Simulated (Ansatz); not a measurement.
TaTe in space group Cmcm (No. 63; Te on 4c, Ta on 4c) at seven volumes, plane-wave PAW PBEsol (Ansatz code), shape and atoms relaxed at each. One row is withheld.

| V (Å³/atom) | P (GPa) |
|---|---|
| 19.112 | ? |
| 19.742 | 8.51 |
| 20.372 | 3.95 |
| 21.002 | 0.00 |
| 21.632 | -3.31 |
| 22.262 | -6.07 |
| 22.892 | -8.35 |

**Question.** Fit the shown pressures and predict the withheld one.

**Answer.** Third-order Birch–Murnaghan: P = (3/2)B₀(x^(7/2) − x^(5/2))[1 + (3/4)(B′ − 4)(x − 1)] with x = (V₀/V)^(2/3). Least squares on the six rows gives V₀ = 21.002 Å³/atom, B₀ = 119.1 GPa, B′ = 4.74. At V = 19.112, x = 1.0649 and P = 14.05 GPa. The run itself gave 14.06 GPa.

The start of the workflow was typed in or built on a structure type; neither database checked (COD, Materials Project) lists it. Its standing as an ambient phase is unchecked. The PBEsol relaxation kept the symmetry of its start; whether a distortion lowers the energy is not shown. No spin polarisation was allowed. Spin–orbit coupling is left out wherever it is not named.

Potentials: the later of the program's two PAW sets.
